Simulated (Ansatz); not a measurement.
Zn2InGaO5: ⁶⁷Zn NMR of the central transition

Cell: a computed structure from the Materials Project (it need not be an observed phase), atoms as given.

```
CELL_PARAMETERS angstrom
3.34611 0.00000 0.00000
-1.67306 2.89782 0.00000
0.00000 0.00000 22.74547
ATOMIC_POSITIONS crystal
Zn 0.33333 0.66667 0.63543
Zn 0.33333 0.66667 0.86457
Zn 0.66667 0.33333 0.13543
Zn 0.66667 0.33333 0.36457
In 0.00000 0.00000 0.50000
In 0.00000 0.00000 0.00000
Ga 0.00000 0.00000 0.75000
Ga 0.00000 0.00000 0.25000
O 0.33333 0.66667 0.54814
O 0.00000 0.00000 0.66220
O 0.33333 0.66667 0.75000
O 0.00000 0.00000 0.83780
O 0.33333 0.66667 0.95186
O 0.66667 0.33333 0.04814
O 0.00000 0.00000 0.16220
O 0.66667 0.33333 0.25000
O 0.00000 0.00000 0.33780
O 0.66667 0.33333 0.45186
```

Atom numbers follow the list; atoms alike are taken as one site, whose name carries the number of the first.

Method: Kohn–Sham DFT in Ansatz, PBE, plane waves and PAW (field gradients read without the response of the frozen cores, which leaves them typically 4 to 6 % off), with spin–orbit coupling, 420 eV cutoff, Γ-centred 7×7×1 k-points, Fermi–Dirac smearing 0.02 eV.

⁶⁷Zn has I = 5/2 and Q = 122.0 mb (Pyykkö 2018); at 14.1 T its Larmor frequency is ν₀ = 37.6 MHz. Only the quadrupole interaction is simulated: positions count from each site's isotropic chemical shift, and J coupling is left out, as are shift anisotropy and dipolar coupling, which fast spinning averages.

Simulated pattern of one Zn site (fast magic-angle spinning, Gaussian broadening 0.06 kHz):

(offset (kHz), height): (-1.358, 0), (-1.326, 1), (-1.294, 3), (-1.262, 5), (-1.230, 5), (-1.198, 5), (-1.167, 5), (-1.135, 6), (-1.103, 6), (-1.071, 6), (-1.039, 6), (-1.007, 6), (-0.975, 6), (-0.943, 6), (-0.911, 7), (-0.879, 8), (-0.848, 25), (-0.816, 64), (-0.784, 76), (-0.752, 60), (-0.720, 49), (-0.688, 43), (-0.656, 41), (-0.624, 39), (-0.592, 38), (-0.561, 37), (-0.529, 37), (-0.497, 37), (-0.465, 38), (-0.433, 39), (-0.401, 41), (-0.369, 43), (-0.337, 46), (-0.305, 51), (-0.273, 60), (-0.242, 78), (-0.210, 100), (-0.178, 70), (-0.146, 17), (-0.114, 1)

Q: Which |C_Q| and η does the pattern imply?

A: The pattern spans 1.12 kHz before broadening and its centre of gravity is at -0.521 kHz, which fixes P_Q; the places of the horns and steps fix η. That gives P_Q = 1.81 MHz, |C_Q| = 1.81 MHz and η = 0.00. The sign of C_Q can't be read from the pattern.

An axis of threefold or higher order runs through Zn, so V_zz lies along it and η is zero.

The run took 1.8 min of wall time (1.8 min of CPU time) and 1.4 GiB at its peak, on 1 thread of Intel Xeon 6975P-C (Granite Rapids) (x86_64; 16 cores open to the job, memory cap 3.0 GiB, no GPU), a shared host with a load of 0.8 a core.
